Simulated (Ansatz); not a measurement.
# Sr₂GaCuSO₃ — coordination and 17O quadrupole coupling

Cell: a Materials Project structure (computed, not necessarily an observed phase), atoms as given.

```cif
data_structure
_symmetry_space_group_name_H-M 'P 1'
_symmetry_Int_Tables_number 1
_cell_length_a 3.9032
_cell_length_b 3.9032
_cell_length_c 15.8384
_cell_angle_alpha 90.000
_cell_angle_beta 90.000
_cell_angle_gamma 90.000
_cell_volume 241.30
loop_
_atom_site_label
_atom_site_type_symbol
_atom_site_fract_x
_atom_site_fract_y
_atom_site_fract_z
_atom_site_occupancy
Sr1 Sr 0.50000 0.00000 0.81675 1
Sr2 Sr 0.00000 0.50000 0.18325 1
Sr3 Sr 0.00000 0.50000 0.41319 1
Sr4 Sr 0.50000 0.00000 0.58681 1
Ga5 Ga 0.00000 0.50000 0.68875 1
Ga6 Ga 0.50000 0.00000 0.31125 1
Cu7 Cu 0.50000 0.50000 0.00000 1
Cu8 Cu 0.00000 0.00000 0.00000 1
S9 S 0.00000 0.50000 0.91033 1
S10 S 0.50000 0.00000 0.08967 1
O11 O 0.00000 0.50000 0.56888 1
O12 O 0.50000 0.00000 0.43112 1
O13 O 0.50000 0.50000 0.71275 1
O14 O 0.50000 0.50000 0.28725 1
O15 O 0.00000 0.00000 0.71275 1
O16 O 0.00000 0.00000 0.28725 1
```

Atoms are numbered from 1 in the order listed; like atoms form one site, named after its first atom.

Method: Kohn–Sham DFT in Ansatz, PBE, plane waves and PAW, scalar-relativistic, 420 eV cutoff, Γ-centred 6×6×2 k-points, Fermi–Dirac smearing 0.02 eV.

Q(17O) = -25.58 mb.

Problem. Order the O environments from the weakest to the strongest quadrupole coupling.
A. O11: 1 Ga at 1.90 Å; also 5 Sr at 2.47–2.77 Å
B. O13: 2 Ga at 1.99 Å, angle 158°; also 4 Sr at 2.55–2.79 Å

Solution. A (2.75 MHz, η = 0.00), B (5.59 MHz, η = 0.47).

An axis of threefold or higher order runs through O11, so V_zz lies along it and η is zero. At O13 V_zz points along the line of its two bonds (within 1°). Like point charges on the first shell alone (each adding as 1/d³) would give the same order.
